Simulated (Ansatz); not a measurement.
Al2Cu:
```cif
data_Al4Cu2
_chemical_formula_sum 'Al4 Cu2'
_space_group_name_H-M_alt 'P 1'
_space_group_IT_number 1
_cell_length_a 4.92767
_cell_length_b 4.92767
_cell_length_c 4.92767
_cell_angle_alpha 104.238
_cell_angle_beta 104.238
_cell_angle_gamma 120.538
loop_
_space_group_symop_operation_xyz
  'x, y, z'
loop_
_atom_site_label
_atom_site_type_symbol
_atom_site_fract_x
_atom_site_fract_y
_atom_site_fract_z
_atom_site_occupancy
Al1 Al 0.65863 0.15863 0.81725 1
Al2 Al 0.84137 0.65863 0.50000 1
Al3 Al 0.15863 0.34137 0.50000 1
Al4 Al 0.34137 0.84137 0.18275 1
Cu1 Cu 0.25000 0.25000 0.00000 1
Cu2 Cu 0.75000 0.75000 0.00000 1
```

Relaxed with PBE (plane waves, PAW; program Ansatz). Indices refer to the conventional cell of I4/mcm, a = b = 6.0514 Å, c = 4.8876 Å, α = β = γ = 90.00°.

Q: Simulate the powder diffraction pattern (Mo Kα, λ = 0.71073 Å; lines above 1 %) up to 2θ = 45°.

A: Simulated powder pattern, Mo Kα, λ = 0.71073 Å (kinematic, ideal powder, no thermal factors, no anomalous dispersion; the 30 strongest lines at most, above 1 %, up to 2θ = 45°):

```
2θ (°)  d (Å)  I/Imax (%)          hkl
------  -----  ----------  -----------
9.53    4.279         100        (110)
13.49   3.026          34        (200)
17.27   2.368          56        (211)
19.12   2.140          38        (220)
19.28   2.122          88        (112)
21.40   1.914          86        (310)
21.55   1.901          73        (202)
25.51   1.610          19        (222)
27.17   1.513         2.2        (400)
27.28   1.507          13        (312)
29.29   1.406         8.1        (411)
29.50   1.396          12        (213)
30.45   1.353          20        (420)
32.07   1.286          27        (402)
33.53   1.232          32        (332)
33.82   1.222         7.8        (004)
34.85   1.187         6.5        (510)
34.94   1.184          10        (422)
35.21   1.175         4.8  (114)+(431)
36.56   1.133         3.1        (204)
37.87   1.095         6.5        (521)
38.04   1.090         3.3        (413)
38.80   1.070         5.2        (440)
38.89   1.068          14        (512)
39.14   1.061         7.0        (224)
40.05   1.038         7.4        (530)
40.37   1.030          20        (314)
41.26   1.009         7.1        (600)
43.60   0.957         1.6        (620)
43.68   0.955         4.3        (532)
```

Symmetry was held in the PBE relaxation. The run is not spin-polarised. Axis ratios of metals converge slowly with the k-mesh, so a and c are less sure than the volume.

Potentials: the later of the program's two PAW sets.
